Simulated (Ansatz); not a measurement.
Polymorphs of MoSeS, each relaxed with DFT-LDA in the program Ansatz with PAW potentials:

A: P-6m2
a = b = 3.1831 Å, c = 12.4082 Å, α = β = 90.00°, γ = 120.00°

```
atom  site  symmetry       x       y       z
----  ----  --------  ------  ------  ------
Mo      1c      -6m2  0.3333  0.6667  0.0000
Mo      1f      -6m2  0.6667  0.3333  0.5000
Se      2h       3m.  0.3333  0.6667  0.3645
S       2i       3m.  0.6667  0.3333  0.1236
```

B: P-3m1
a = b = 3.190 Å, c = 12.567 Å, α = β = 90.00°, γ = 120.00°

```tsv
atom	site	symmetry	x	y	z
Mo	2c	3m.	0.0000	0.0000	0.2651
Se	2d	3m.	0.3333	0.6667	0.1306
S	2d	3m.	0.3333	0.6667	0.3857
```

Question: Rank these by energy per atom at 0 K (lowest first), as LDA gives it.

Answer: A (+0 meV/atom), B (+6 meV/atom)

Question: Give each one's gap.

Answer: A 0.69 eV; B 0.52 eV.

Standing as an ambient phase not checked: A; B. Weakly bound layers, chains or molecules computed without a dispersion correction, so cells and soft constants are ill determined: A; B. Perhaps ordered models of mixed-site phases: A. All cells were relaxed under the symmetry of their starts (and spin orders); stability against distortions was not tested throughout. Rows with no word on spin ran without spin polarisation. Spin–orbit coupling is left out wherever it is not named.

Energies hold the estimated change up to a 700 eV cutoff; steps of a few meV lie near the error of the meshes.

Potentials: the later of the program's two PAW sets.
